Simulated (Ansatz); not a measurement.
A geometry of WC away from equilibrium: step 7 of the relaxation of a generated trial cell of WC in the AFLOW prototype AB_hP12_194_df_ce (B18, as in CuS). All values below come from r2SCAN (plane waves to 500 eV, PAW, scalar-relativistic; Ansatz, a quantum-chemistry and plane-wave program). Γ-centred k-mesh 9×9×2 on the run's cell, Fermi–Dirac smearing 0.05 eV. The plane waves were selected for a different cell earlier on the path.

```yaml
crystal:
  lattice:
    - [3.50809, 0.00000, 0.00000]
    - [-1.75405, 3.03810, 0.00000]
    - [0.00000, 0.00000, 13.25382]
  atoms:
    - { symbol: W, position: [0.33333, 0.66667, 0.75000] }
    - { symbol: W, position: [0.66667, 0.33333, 0.25000] }
    - { symbol: W, position: [0.33333, 0.66667, 0.08815] }
    - { symbol: W, position: [0.66667, 0.33333, 0.58815] }
    - { symbol: W, position: [0.66667, 0.33333, 0.91185] }
    - { symbol: W, position: [0.33333, 0.66667, 0.41185] }
    - { symbol: C, position: [0.33333, 0.66667, 0.25000] }
    - { symbol: C, position: [0.66667, 0.33333, 0.75000] }
    - { symbol: C, position: [0.00000, 0.00000, 0.08339] }
    - { symbol: C, position: [0.00000, 0.00000, 0.58339] }
    - { symbol: C, position: [0.00000, 0.00000, 0.91661] }
    - { symbol: C, position: [0.00000, 0.00000, 0.41661] }
```

**Question.** What forces act on the atoms (eV/Å)?

**Answer.** 
```csv
atom,Fx,Fy,Fz
W1,0.00,0.00,0.00
W2,0.00,0.00,0.00
W3,0.00,0.00,0.17
W4,0.00,0.00,0.17
W5,0.00,0.00,-0.17
W6,0.00,0.00,-0.17
C7,0.00,0.00,0.00
C8,0.00,0.00,0.00
C9,0.00,0.00,0.48
C10,0.00,0.00,0.48
C11,0.00,0.00,-0.48
C12,0.00,0.00,-0.48
```

The path ends in P6₃/mmc (No. 194). No spin polarisation in the result.

The run could not lose the symmetry of its start, so the end can be a saddle point.

The end of the path is a generated cell of WC: the first start was made by placing the elements on the sites of a structure type, and the end was not matched to a known phase here, so it may be hypothetical. Known forms of WC include space group No. 187.
